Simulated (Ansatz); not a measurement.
Consider the following.

BIr:
```
BIr
1.0
    2.73575     0.00000     0.00000
    0.00000     2.73575     0.00000
    0.00000     0.00000     2.73575
Ir B
1 1
Direct
  0.00000   0.00000   0.00000
  0.50000   0.50000   0.50000
```

This is the PBE-relaxed structure.

Question: All from PBE in the plane-wave PAW code Ansatz, unless another level is named. Estimate the electronic character.

Answer: metallic (no gap).

Question: Give the formation energy from the elements (no fitted shifts).

Answer: 0.15 eV/atom.

Question: Predict the gap with spin–orbit coupling.

Answer: none (metallic).

Space group Pm-3m (CsCl type). The cell is a constructed one: a structure type filled with these elements; neither database checked (COD, Materials Project) lists it. Whether it is the stable phase at ambient conditions was not checked. The cell was relaxed with PBE under the symmetry of its start; whether a distortion lowers the energy is not shown. No spin polarisation was allowed. The references are the lowest solids computed at this level, not always the standard phases. Scalar-relativistic: spin–orbit coupling is off unless named, which matters more the heavier the elements.

Potentials: the earlier of the program's two PAW sets.
